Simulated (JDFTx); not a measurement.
System: Al(100) (Fm-3m bulk; lattice of mp-134, not re-optimised at this level), (1×1) cell of 5 atoms in 5 planes, area 8.16 Å² a face, 8.2 Å between the outermost planes in a cell 27.1 Å high; k mesh 8×8×1, Fermi width 0.01 Ha, no spin polarisation.

Adsorbate: H on both faces at 1.00 monolayer, started bridge and relaxed in vacuum, keeping the symmetry of the start.

Computed with JDFTx (a modified build): PBE, GBRV ultrasoft potentials, plane waves to 20/100 Ha. The adsorption energy per H is [E(slab + 2 H) − E(slab)]/2 − (½ E(H2)), with the gas molecules relaxed at the same level and slab energies taken as (E + F)/2, the usual estimate of zero smearing. In reaction energies these potentials put H₂ about 0.03 eV too high against large-basis PBE. No zero-point energy or vibrational entropy is included. Reconstruction of the substrate beyond this cell is outside the model.

Task: Predict the adsorption energy and the geometry, and the change of the work function.

Result: 0.05 eV. H sits 1.08 Å above the highest substrate atom, bound to 2 Al at 1.79 Å. The work function goes from 4.27 to 4.16 eV. In linear PCM (GLSSA13), water, 1 M NaF, at zero charge, the adsorption energy is 0.05 eV and the potential of zero charge moves from -0.43 to -0.52 V vs SHE (4.44 V convention).
